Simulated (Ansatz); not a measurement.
Slab of hcp Ru (0001), 5 layers

The slab is cut from the hcp crystal, the stable phase, as relaxed on PAW files (13.32 Å³/atom), with 16 Å of vacuum and a dipole correction:

```yaml
crystal:
  lattice:
    - [2.69011, 0.00000, 0.00000]
    - [-1.34505, 2.32970, 0.00000]
    - [0.00000, 0.00000, 24.49960]
  atoms:
    - { symbol: Ru, position: [0.00000, 0.00000, 0.32654] }
    - { symbol: Ru, position: [0.33333, 0.66667, 0.41327] }
    - { symbol: Ru, position: [0.00000, 0.00000, 0.50000] }
    - { symbol: Ru, position: [0.33333, 0.66667, 0.58673] }
    - { symbol: Ru, position: [0.00000, 0.00000, 0.67346] }
```

Computed with Ansatz 0.2.0; functional PBEsol, scalar-relativistic. Settings: a Γ-centred 15×15×1 k mesh, Fermi–Dirac smearing of 0.05 eV, no spin polarisation. Methods: LAPW: all electrons, basis error target 1 meV/atom; PAW: frozen-core files, cutoff 420 eV.

The bulk energy comes from a cell in the slab's orientation on a 15×15×9 mesh. The surface energy is (E(slab) − N·E(bulk))/2A at zero smearing, the mean of both faces; thin slabs carry quantum-size effects.

The PAW files were made under PBE.

**Question.** As cut, the LAPW slab lies 2.453 eV above 5 atoms of bulk. What surface energy is that?

**Answer.** Over two faces of 6.27 Å² it is 195.7 meV/Å², and times 16.02 J/m² per eV/Å² that gives γ = 3.136 J/m².

```json
{"method": "LAPW", "γ as cut (J/m²)": "3.136", "γ relaxed (J/m²)": "3.064", "Φ as cut (eV)": "5.16", "Φ relaxed (eV)": "5.10"}
{"method": "PAW", "γ as cut (J/m²)": "3.132", "γ relaxed (J/m²)": "3.059", "Φ as cut (eV)": "5.16", "Φ relaxed (eV)": "5.10"}
```

**Question.** How do the spacings between the planes relax?

**Answer.** From the bottom face up: d12 -3.6 % of 2.125 Å, d23 +0.7 % of 2.125 Å, d34 +0.7 % of 2.125 Å, d45 -3.6 % of 2.125 Å.

**Question.** What changes if the images along the normal are cut off in place of the dipole correction?

**Answer.** LAPW then gives: no gap, work function 5.10 eV; PAW: no gap, work function 5.10 eV.

**Question.** What changes if relativity is switched off, at the same positions?

**Answer.** LAPW then gives: no gap, work function 4.96 eV.

**Question.** A 3d core hole is made on one atom of each kind in every 1×1 cell (PAW hole dataset, neutral cell, valence without spin). What does it cost by layer?

**Answer.** layer 1 279.13 eV, layer 2 279.64 eV, layer 3 279.48 eV. Shifts between layers mean more than the absolute values, and a whole layer of holes screens otherwise than one hole.

**Question.** In the relaxed 1×1 cell, replace the outer, then the middle Ru by Rh, which changes a whole layer. What shift does this Z+1 picture give?

**Answer.** E(outer) − E(middle) = -0.27 eV by LAPW and -0.27 eV by PAW; a positive value puts the surface line at higher binding energy.
